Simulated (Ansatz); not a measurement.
Input:

BaCuSF:
```cif
data_Ba2Cu2F2S2
_chemical_formula_sum 'Ba2 Cu2 S2 F2'
_space_group_name_H-M_alt 'P 1'
_space_group_IT_number 1
_cell_length_a 4.03497
_cell_length_b 4.03497
_cell_length_c 8.96159
_cell_angle_alpha 90.000
_cell_angle_beta 90.000
_cell_angle_gamma 90.000
loop_
_space_group_symop_operation_xyz
  'x, y, z'
loop_
_atom_site_label
_atom_site_type_symbol
_atom_site_fract_x
_atom_site_fract_y
_atom_site_fract_z
_atom_site_occupancy
Ba1 Ba 0.00000 0.50000 0.81973 1
Ba2 Ba 0.50000 0.00000 0.18027 1
Cu1 Cu 0.50000 0.50000 0.50000 1
Cu2 Cu 0.00000 0.00000 0.50000 1
S1 S 0.00000 0.50000 0.35613 1
S2 S 0.50000 0.00000 0.64387 1
F1 F 0.50000 0.50000 0.00000 1
F2 F 0.00000 0.00000 0.00000 1
```

This is the PBEsol-relaxed structure.

Question: All from PBEsol in the plane-wave PAW code Ansatz, unless another level is named. Estimate the electron effective mass with spin–orbit coupling.

Answer: 0.36, 0.36, 2.1 mₑ (principal values).

Question: What about the valence-band maximum?

Answer: at Γ.

Space group P4/nmm. The workflow started from a Materials Project entry (that database holds measured and hypothetical structures alike); the Crystallography Open Database copy checked does not list it. Its standing as an ambient phase is unchecked. Symmetry was held in the PBEsol relaxation; its stability against distortions is not shown here. The run is not spin-polarised. No Hubbard U is applied. Spin–orbit coupling is left out wherever it is not named.

Potentials: the earlier of the program's two PAW sets. The files were generated under PBE; for other functionals the program regenerates the frozen cores, and for LDA and PBEsol the local potential too.

Edges and masses are those of Kohn–Sham bands, whose gap is no quasiparticle gap.
